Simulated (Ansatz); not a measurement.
ZnCu:
```yaml
crystal:
  lattice:
    - [2.91942, 0.00000, 0.00000]
    - [0.00000, 2.91942, 0.00000]
    - [0.00000, 0.00000, 2.91942]
  atoms:
    - { symbol: Zn, position: [0.50000, 0.50000, 0.50000] }
    - { symbol: Cu, position: [0.00000, 0.00000, 0.00000] }
```

Relaxed with r²SCAN.

**Question.** Map the electron localisation function on the plane through (0.500, 0.500, 0.500) spanned by u = [1, 0, 0] and v = [0, 1, 1] in lattice vectors, from r²SCAN in the plane-wave PAW code Ansatz.

**Answer.** x is the fraction of u, y of v (the angle between them is 90°; rows are the nearest grid lines); atoms in the plane: Zn at (0.00, 0.00), Cu at (0.50, 0.50).
```
|00001223332210000|
|00001223332210000|
|00011223432211000|
|00112233333221100|
|11222233333222211|
|22222222222222222|
|22332221112223322|
|33322211111222333|
|33221112221112233|
|33211124542111233|
|32211138983111223|
|32211138983111223|
|33211124542111233|
|33221112221112233|
|33322211111222333|
|22332221112223322|
|22222222222222222|
|11222233333222211|
|00112233333221100|
|00011223432211000|
|00001223332210000|
|00001223332210000|
```
Scale: ten equal steps from 0.000 (start of '0') to 0.823 (end of '9'), in the order '0123456789'; x runs from 0.000 to 1.00, y from 0.000 (bottom) to 1.00 (top).

The density is the valence pseudo-density with augmentation charge, so density and ELF within about 1 Å of a nucleus are not all-electron values.

Space group Pm-3m (CsCl type). The r²SCAN relaxation kept the symmetry of its start. The run is not spin-polarised.

Potentials: the earlier of the program's two PAW sets. The files were generated under PBE; for other functionals the program regenerates the frozen cores, and for LDA and PBEsol the local potential too.
